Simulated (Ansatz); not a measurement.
CuI:
```cif
data_Cu4I4
_chemical_formula_sum 'I4 Cu4'
_space_group_name_H-M_alt 'F-43m'
_space_group_IT_number 216
_space_group_name_Hall 'F -4 2 3'
_cell_length_a 6.07934
_cell_length_b 6.07934
_cell_length_c 6.07934
_cell_angle_alpha 90.000
_cell_angle_beta 90.000
_cell_angle_gamma 90.000
loop_
_atom_site_label
_atom_site_type_symbol
_atom_site_symmetry_multiplicity
_atom_site_Wyckoff_symbol
_atom_site_fract_x
_atom_site_fract_y
_atom_site_fract_z
_atom_site_occupancy
I1 I 4 c 0.25000 0.25000 0.25000 1
Cu1 Cu 4 a 0.00000 0.00000 0.00000 1
```
(The calculation used a cell of 2 atoms; values per cell refer to that cell.)

Relaxed with DFT-PBE in the program Ansatz with PAW potentials. Indices refer to the conventional cell of F-43m, a = 6.0793 Å, b = 6.0793 Å, c = 6.0793 Å, α = 90.00°, β = 90.00°, γ = 90.00°.

Simulate the powder diffraction pattern (Cu Kα, λ = 1.54184 Å; lines above 1 %) up to 2θ = 90°.

Simulated powder pattern, Cu Kα, λ = 1.54184 Å (kinematic, ideal powder, no thermal factors, no anomalous dispersion; the 30 strongest lines at most, above 1 %, up to 2θ = 90°):

```csv
2θ (°),d (Å),I/Imax (%),hkl
25.38,3.510,100,(111)
29.38,3.040,7.8,(200)
42.04,2.149,71,(220)
49.74,1.833,46,(311)
52.12,1.755,2.1,(222)
60.96,1.520,11,(400)
67.11,1.395,18,(331)
69.10,1.359,3.0,(420)
76.81,1.241,23,(422)
82.44,1.170,14,(511)+(333)
```

The cell was relaxed with PBE under the symmetry of its start. No spin polarisation was allowed. Spin–orbit coupling is left out wherever it is not named.

Potentials: the later of the program's two PAW sets.
